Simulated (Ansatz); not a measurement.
Given:

Relaxed TaN (rock salt):

```
CELL_PARAMETERS angstrom
      0.00000     4.41704     4.41704
      2.20852     0.00000     2.20852
      2.20852     2.20852     0.00000
ATOMIC_POSITIONS crystal
  N  0.00000 0.00000 0.00000
  N  0.50000 0.00000 0.00000
  Ta 0.25000 0.50000 0.50000
  Ta 0.75000 0.50000 0.50000
```

In this cell atom 3 (Ta, nearest neighbour N at 2.209 Å; its periodic images, 3.1 Å or more away, move with it) is moved by s along Cartesian x, unit vector (1.000, 0.000, 0.000); all other atoms and the cell stay fixed.

Method: PBE (plane waves to 420 eV, PAW, scalar-relativistic; Ansatz, an electronic-structure program). k mesh 15×15×15 (Γ-centred), Fermi-Dirac smearing 0.05 eV. The energy includes the smearing's −TS. Left out: 2 of 11 points, with atoms too close for the PAW data. With partly filled bands, energies and forces of such displacements shift with the k mesh and the smearing. Spin-orbit coupling is left out, though Ta is heavy. TaN is run without spin polarisation. TaN was relaxed with its symmetry unable to fall. This is a high-temperature form of TaN. ΔE is measured from the undisplaced structure.

The scan covers s from -0.352 to 0.352 Å in 9 points.

**Question.** Is this a single well or a double well?

**Answer.** A single well with its minimum at or next to zero displacement.

**Question.** Is the energy the same for equal positive and negative displacements?

**Answer.** Even: the same for both signs. With its periodic images moving along, the atom's site symmetry in this cell is -3m.

**Question.** What is the energy change at s = 0.352 Å?

**Answer.** 637 meV/cell.

**Question.** What force acts on the atom along the line at s = -0.352 Å?

**Answer.** 4.86 eV/Å.

**Question.** What is the force constant k = d²E/ds² of this move at s = 0?

**Answer.** 7.39 eV/Å².

(A displaced cell: forces are minus the slopes of the energy, force constants its curvatures, and phonons follow from these.)
